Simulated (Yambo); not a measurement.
Yambo run on WS$_{2}$ (space group P6_3/mmc, No. 194). The wavefunctions are norm-conserving PBEsol (Quantum ESPRESSO, 74 Ry, with spin-orbit coupling) ones on a 6×6×1 mesh (52 occupied bands); a = 3.1538 Å, b = 3.1538 Å, c = 12.1384 Å, α = 90.00°, β = 90.00°, γ = 120.00°.

Yambo input:

```
gw0
dyson
el_el_corr
HF_and_locXC
ppa
em1d
EXXRLvcs= 74 Ry
VXCRLvcs= 296 Ry
Chimod= "HARTREE"
% BndsRnXp
 9 | 258 |
%
NGsBlkXp= 6 Ry
% LongDrXp
 1.0 | 1.0 | 1.0 |
%
PPAPntXp= 27.2114 eV
% GbndRnge
 1 | 258 |
%
GTermKind= "BG"
DysSolver= "n"
ExtendOut
% QPkrange
 1 | 1 | 52 | 52 |
 5 | 5 | 53 | 53 |
 7 | 7 | 52 | 53 |
%
```

k points by index: 1 = Γ, 5 = (0.167, 0.167, 0), 7 = K.

The o-*.qp file then holds:

```
#    K-point    Band    Eo [eV]    E [eV]    E-Eo [eV]    Vxc [eV]    Vnlxc [eV]    Sc|Eo [eV]    Sc|E [eV]    dSc/dw|Eo [eV]    Re(Z)    Im(Z)
#
    1    52    0.000000    0.256801    0.256801    -15.51244    -15.69494    0.504875    0.439300    -6.949265    0.796569    -0.001233
    5    53    0.802958    1.387529    0.584572    -14.28812    -10.20192    -3.358534    -3.501635    -6.660328    0.803364    -0.001208
    7    52    -0.472675    -0.192885    0.279790    -15.07563    -15.16683    0.441314    0.370984    -6.840734    0.799108    -0.001229
    7    53    1.158919    1.962873    0.803954    -16.17317    -11.72206    -3.446931    -3.647160    -6.776433    0.800620    -0.001224
```
(The two width columns are left out.) Convergence of these settings isn't established.

Geometry relaxed with PBE+D3(BJ).
